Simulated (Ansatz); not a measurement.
The cell below belongs to a search over invented structures; it isn't taken from experiment.

Input and command of a plane-wave DFT calculation in Ansatz:

```yaml
crystal:
  lattice:
    - [4.0916091393, 0.0, 0.0]
    - [-2.0458045697, 3.543437457, 0.0]
    - [0.0, 0.0, 9.1282672285]
  atoms:
    - { symbol: Yb, position: [0.6666666667, 0.3333333333, 0.4308088181], spin: 1.0 }
    - { symbol: Hf, position: [0.0, 0.0, 0.7553234623] }
    - { symbol: Ge, position: [0.3333333333, 0.6666666667, 0.6255027344] }
    - { symbol: Br, position: [0.3333333333, 0.6666666667, 0.244860629] }
    - { symbol: Br, position: [0.6666666667, 0.3333333333, 0.9435023462] }
basis:
  ecutwfc: 420
kpoints:
  mp_grid: { grid: [6, 6, 2] }
hamiltonian:
  xc: pbe
scf:
  occupations: { method: gaussian, width: 0.1 }
  lower_state_search: "off"
output:
  forces: true
  stress: true
  eigenvalues: true
  populations: true
magnetization:
  spin_polarized: true
```

```bash
ansatz run input.yaml --threads 1 --pin off --max-ram 2560MiB --backend cpu --events-out ev --progress --plain --runs-dir out
```

Processor: Arm Neoverse V1, 1 thread, on a host shared with other jobs.

Task: Estimate time, memory and problem size.

Result: About 76 s, peak memory 0.47 GiB. It solves 48 bands at 14 k points (after reduction by symmetry) with about 2599 plane waves, in 38 SCF iterations.
